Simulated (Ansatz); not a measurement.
## CsLuS₂, a known structure type with other elements, at an estimated volume

```
Lu Cs S
1.0
     4.07863    0.00000    0.00000
    -2.03931    3.53219    0.00000
    -2.03931    1.17740    7.52963
Lu Cs S
1 1 2
Direct
  0.50000 0.50000 0.50000
  0.00000 0.00000 0.00000
  0.23369 0.76631 0.70107
  0.76631 0.23369 0.29893
```

Single point in Ansatz 0.2.0 with r2SCAN, no spin polarisation. Cutoff 500 eV, PAW datasets, 7×7×7 Γ-centred k mesh, fermi-dirac filling (width 0.1 eV).

(1) What does the stress say?

(2) Describe some of the short contacts.

(3) What is the formation energy?

(4) What is the band gap?

(5) How is the charge shared?

Origin: a known structure type with other elements, at an estimated volume, so it need not be a known compound. Caveats: atoms or cell far from equilibrium.

## Answers

(1) The pressure is 0.2 GPa (compression positive), so with the atoms held at these fractions the cell is close to zero pressure; the forces are large, so a full relaxation may end otherwise. The principal stresses -1.5, -1.5, 3.6 GPa differ, so its shape would change too.

(2) Lu–S at 2.80 Å: least valence density 0.27 e/Å³ and ELF 0.21 there. Cs–S at 3.26 Å: least valence density 0.13 e/Å³ and ELF 0.09 there, a closed-shell (ionic or weak) contact. Both are smooth PAW fields, read partly inside the augmentation spheres.

(3) -2.00 eV an atom against the elements' usual phases (free molecules for gases, crystals otherwise, with no correction for O₂ or N₂), so it is bound against them; other compounds may still compete. Relaxing would lower it.

(4) The gap is 2.35 eV, indirect (the least direct gap found is 2.93 eV). A semilocal functional usually gives too small a gap.

(5) Bader charges in e: Cs +0.77, Lu +2.02, S -1.40. In the mean Lu gives up most and S takes most.
